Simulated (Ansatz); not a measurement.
SrTiO3: reading a single point

```
CELL_PARAMETERS angstrom
3.93810 0.00000 3.93810
0.00000 3.93810 0.00000
3.93810 0.00000 -3.93810
ATOMIC_POSITIONS crystal
Sr 0.00000 0.00000 0.00000
Sr 0.50000 0.00000 0.50000
Ti 0.00000 0.50000 0.50000
Ti 0.50000 0.50000 0.00000
O 0.25000 0.50000 0.75000
O 0.75000 0.50000 0.25000
O 0.00000 0.00000 0.50000
O 0.50000 0.00000 0.00000
O 0.25000 0.50000 0.25000
O 0.75000 0.50000 0.75000
```

Level: r2SCAN, collinear spin; 500 eV; 4×6×4 Γ-centred mesh; cold occupations (width 0.0464 eV); Ansatz 0.2.0, fixed geometry.

The state carries no moments; the state need not be the lowest.

Stress: The pressure is -4.3 GPa (compression positive), so with the atoms held at these fractions the cell would first shrink.
Forces: The forces vanish by the symmetry of the sites.
Charges: Bader charges in e: Sr +1.64, Ti +2.34, O -1.33. In the mean Ti gives up most and O takes most.
Contacts: Ti–O at 1.97 Å: least valence density 0.68 e/Å³ and ELF 0.20 there. Sr–O at 2.78 Å: least valence density 0.14 e/Å³ and ELF 0.06 there, a closed-shell (ionic or weak) contact. These are pseudo-fields; inside the PAW spheres they differ from the all-electron ones.
Electronic structure: The gap is 2.21 eV, indirect or between spins (the least direct gap found is 2.29 eV).
Band edges: Within 0.7 eV of the edges, the states project mainly on O p (97 %) below the gap and on Ti d (92 %) above it.
Formation energy: -3.45 eV an atom against the elements' usual phases (free molecules for gases, crystals otherwise, with no correction for O₂ or N₂), so it is bound against them; other compounds may still compete. Relaxing would lower it.

Origin: a database entry at a rescaled volume. Caveats: the input typed no starting moments.
